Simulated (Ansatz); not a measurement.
**Structure relaxation, TiTe2**

The start is a relaxed TiTe2 cell, doubled along one cell vector, shaken by Gaussian noise of σ = 0.08 Å a coordinate. The structure is fully relaxed (lattice and positions, P = 0) with PBE (plane waves to 420 eV, PAW, scalar-relativistic; Ansatz, a program for electronic structure). The first steps use a coarse 2×4×6 k-mesh.

Initial structure:
```
TiTe2
1.0
   12.27687     0.00000     0.00000
    0.00000     7.04647     0.00000
    0.00000     0.00000     3.73554
Ti Te
4 8
Direct
  0.25500   0.50258   0.47256
  0.75264   0.49232   0.51707
  0.01173   0.01295   0.97660
  0.49373   0.00847   0.00566
  0.36012   0.85115   0.52731
  0.86037   0.87191   0.49419
  0.10514   0.63582   0.00724
  0.60636   0.64783   0.00187
  0.40091   0.34770   0.99182
  0.88924   0.34309   0.02300
  0.13231   0.14527   0.48837
  0.63990   0.13822   0.51559
```

Question: How much energy is released per atom?

Answer: 0.05 eV/atom.

Question: Is the parent structure recovered?

Answer: It returns to the parent structure, Pnnm (No. 58).

Question: What band gap does the relaxed structure have at this level?

Answer: Zero (metallic).

Final structure:

```cif
data_Te4Ti2
_chemical_formula_sum 'Ti2 Te4'
_space_group_name_H-M_alt 'Pnnm'
_space_group_IT_number 58
_space_group_name_Hall '-P 2 2n'
_cell_length_a 6.13810
_cell_length_b 7.04645
_cell_length_c 3.73591
_cell_angle_alpha 90.000
_cell_angle_beta 90.000
_cell_angle_gamma 90.000
loop_
_atom_site_label
_atom_site_type_symbol
_atom_site_symmetry_multiplicity
_atom_site_Wyckoff_symbol
_atom_site_fract_x
_atom_site_fract_y
_atom_site_fract_z
_atom_site_occupancy
Ti1 Ti 2 c 0.00000 0.50000 0.00000 1
Te1 Te 4 g 0.22395 0.15117 0.00000 1
```

Final values are on a 8×7×13 k-mesh of the relaxed cell. No spin polarisation in the result.

The relaxed structure here is a generated cell of TiTe2: the first start was made by placing the elements on the sites of a structure type, and the end was not matched to a known phase here, so it may be hypothetical. Known forms of TiTe2 include space group No. 164.
